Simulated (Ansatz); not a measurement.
The slice is one period of a (1 -1 0 0) plane through atoms; its size isn't given.

These are r2SCAN (plane waves to 500 eV, PAW, scalar-relativistic; Ansatz, a quantum-chemistry and plane-wave program) values and carry that method's errors. Near the nuclei the fields are pseudised (PAW); where an atom keeps semicore shells as valence, they peak there.

```
|9999999988664422110000001122446688999999|
|9999998877664422110000001122446677889999|
|9999888877553322110000001122335577888899|
|8888777755442211000000000011224455777788|
|7766665544331111000000000011113344556666|
|5555443322221100000000000000112222334455|
|3333222211110000000000000000001111222233|
|1111111111000000000000000000000011111111|
|0000000000000000000000000000000000000000|
|0000000000000000111111111100000000000000|
|0000000000001111111122111111110000000000|
|0000000000111122222222222222111100000000|
|0000000000112222333344333322221100000000|
|0000000011112233444444444433221111000000|
|0000000011222233445555554433222211000000|
|0000000011223344445555554444332211000000|
|0000000011222233445555554433222211000000|
|0000000011112233444444444433221111000000|
|0000000000112222333344333322221100000000|
|0000000000111122222222222222111100000000|
|0000000000001111111122111111110000000000|
|0000000000000000111111111100000000000000|
|0000000000000000000000000000000000000000|
|1111111111000000000000000000000011111111|
|3333222211110000000000000000001111222233|
|5555443322221100000000000000112222334455|
|7766665544331111000000000011113344556666|
|8888777755442211000000000011224455777788|
|9999888877553322110000001122335577888899|
|9999998877664422110000001122446677889999|
|9999999988664422110000001122446688999999|
|9999999988665533111100111133556688999999|
```
Scale: ten equal steps from -0.54 (start of '0') to 1.00 (end of '9'), in the order '0123456789'. Values: log₁₀ of the valence density in e/Å³. The map has 20 points along u (two characters each, u = 0 at the left) and 32 along v (v = 0 in the bottom row). The scale is logarithmic, as a density can span decades between atoms and voids.

```
|xxxxxxxx99885522111122111122558899xxxxxx|
|xxxxxxxx99774411001122110011447799xxxxxx|
|xxxxxx998866331100112211001133668899xxxx|
|9999998877441100001122110000114477889999|
|8888776644220000112222221100002244667788|
|5555443322110011112222221111001122334455|
|2211111111111111222222222211111111111111|
|0000000011112222111111111122221111000000|
|0000111122222211000000000011222222111100|
|1122222222221100000000000000112222222222|
|2222222222110000000000000000001122222222|
|3333222211000011111111111111000011222233|
|2222221100001111223333332211110000112222|
|2222111100001122444455444422110000111122|
|2222110000002233555566555533220000001122|
|2222110000002233556666665533220000001122|
|2222110000002233555566555533220000001122|
|2222111100001122444455444422110000111122|
|2222221100001111223333332211110000112222|
|3333222211000011111111111111000011222233|
|2222222222110000000000000000001122222222|
|1122222222221100000000000000112222222222|
|0000111122222211000000000011222222111100|
|0000000011112222111111111122221111000000|
|2211111111111111222222222211111111111111|
|5555443322110011112222221111001122334455|
|8888776644220000112222221100002244667788|
|9999998877441100001122110000114477889999|
|xxxxxx998866331100112211001133668899xxxx|
|xxxxxxxx99774411001122110011447799xxxxxx|
|xxxxxxxx99885522111122111122558899xxxxxx|
|xxxxxxxx99885522111122111122558899xxxxxx|
```
Scale: ten equal steps from 0.19 (start of '0') to 0.68 (end of '9'), in the order '0123456789'. Values: electron localisation function (ELF). The map has 20 points along u (two characters each, u = 0 at the left) and 32 along v (v = 0 in the bottom row). Points within 0.5 Å of a nucleus are blanked (x), as the pseudised field means little there.

Which relaxed crystal do these maps come from?
(A) Re (hcp, Mg type)
(B) Ru (hcp, Mg type)
(C) Cd (hcp, Mg type)

B, Ru (hcp, Mg type). Atoms on the slice: Ru at (0.00, 0.00)

All were relaxed with their symmetry unable to fall. Re is run without spin polarisation. Ru is run without spin polarisation. Spin-orbit coupling is left out.
